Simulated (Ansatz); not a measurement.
# Hf (P6_3/mmc), two-dimensional strain map

Computed with Ansatz 0.2.0, DFT PBEsol, scalar-relativistic, plane waves, PAW. Cutoff 420 eV, Γ-centred 18×18×10 k-points, Gaussian smearing of 0.15 eV. Spin–orbit coupling is left out, which can shift energies with elements as heavy as these. No spin polarisation. Energies are free energies at this smearing, counted from the undisturbed cell; pressure is positive in compression.

Reference structure (as given, not relaxed at this level; it stands at -3.8 GPa):

```yaml
crystal:
  lattice:
    - [3.19670, 0.00000, 0.00000]
    - [-1.59835, 2.76842, 0.00000]
    - [0.00000, 0.00000, 5.05780]
  atoms:
    - { symbol: Hf, position: [0.33333, 0.66667, 0.25000] }
    - { symbol: Hf, position: [0.66667, 0.33333, 0.75000] }
```

The cell is strained by p along both x and y and by q along z, fractional coordinates fixed. Points are written (p, q).

Energy above the undisturbed cell in meV/atom (a dash: not computed):

| p \ q | -0.030 | -0.015 | 0.000 | 0.015 | 0.030 |
| --- | --- | --- | --- | --- | --- |
| -0.030 | 15.6 | 4.7 | 0.7 | 2.9 | 10.7 |
| -0.015 | -2.5 | – | -7.8 | – | 11.1 |
| 0.000 | -3.6 | -5.0 | 0.0 | 10.9 | 27.1 |
| 0.030 | 39.0 | – | 59.2 | – | 101.3 |

Pressure in GPa:

```
 p \ q  -0.030  -0.015  0.000  0.015  0.030
-0.030     7.0     4.9    2.9    1.2   -0.5
-0.015     3.1       –   -0.6      –   -3.7
 0.000    -0.4    -2.1   -3.8   -5.2   -6.6
 0.030    -6.2       –   -9.0      –  -11.4
```